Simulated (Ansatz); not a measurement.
NbCo₂:
```
NbCo2
1.0
    0.00000     3.32276     3.32276
    3.32276     0.00000     3.32276
    3.32276     3.32276     0.00000
Nb Co
2 4
Cartesian
  0.00000   0.00000   0.00000
  1.66138   1.66138   1.66138
  4.15345   4.15345   4.15345
  4.15345   2.49207   2.49207
  2.49207   2.49207   4.15345
  2.49207   4.15345   2.49207
```

Relaxed with PBEsol. Special points in fractions of this cell's reciprocal vectors: Γ (0.000, 0.000, 0.000); X (0.500, 0.000, 0.500); U (0.625, 0.250, 0.625); K (0.375, 0.375, 0.750); L (0.500, 0.500, 0.500); W (0.500, 0.250, 0.750).

Problem. List the band energies nearest the Fermi level at these points for DFT-PBEsol with spin–orbit coupling in the program Ansatz with PAW potentials.

Solution. In eV from the Fermi level; about four levels below and three above (degenerate sets whole), none deeper than 8.9 eV; points with the same levels are listed once.

| k | below | above |
|---|---|---|
| Γ | -0.69 -0.69 -0.69 -0.69 -0.59 -0.59 | 0.73 0.73 0.76 0.76 0.76 0.76 |
| X | -0.31 -0.31 -0.31 -0.31 | 0.66 0.66 0.66 0.66 |
| U | -0.46 -0.46 -0.23 -0.23 | 0.07 0.07 0.08 0.08 |
| L | -0.40 -0.40 -0.39 -0.39 | 0.34 0.34 0.34 0.34 |
| W | -0.30 -0.30 -0.30 -0.30 | 0.14 0.14 0.15 0.15 |

Space group Fd-3m (cubic Laves (MgCu2 type)). The workflow started from a Materials Project entry (that database holds measured and hypothetical structures alike); the Crystallography Open Database files this formula in space group No. 227, but the cells were not matched. Whether it is the stable phase at ambient conditions was not checked. The cell was relaxed with PBEsol under the symmetry of its start. At this level the phase is dynamically unstable (imaginary phonons). The workflow began spin-polarised and lost its moments.

Potentials: the later of the program's two PAW sets.
